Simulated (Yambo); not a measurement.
Material: Si$_{2}$N$_{2}$O (space group Cmc2_1, No. 36); a = 5.228 Å, b = 5.228 Å, c = 4.859 Å, α = 90.00°, β = 90.00°, γ = 63.53° (10 atoms in the cell). The geometry is that of Materials Project entry mp-4497, symmetrised and not relaxed again.

With PBEsol (pw.x of Quantum ESPRESSO, ONCV potentials, scalar-relativistic), the gap between the mesh's edge points (Γ → Γ) is 5.017 eV.

Q: What does a G0W0 run in Yambo give for it (2×2×2 Γ-centred k mesh, 174 bands and a 7 Ry block in the screening, 174 bands in G with the Bruneval-Gonze terminator, plasmon pole fitted at 27.2 eV)?

A: The correction is 1.796 eV, giving 6.813 eV, 1.4 times the PBEsol value.  Nearest settings tried, and what they do to the gap: 114 bands in G: -11 meV; 114 bands in W, 114 bands in G: +9 meV; 6 Ry block (209 vectors against 261): -54 meV. Not varied: mesh. So the settings aren't converged at that level. The k mesh is coarse.
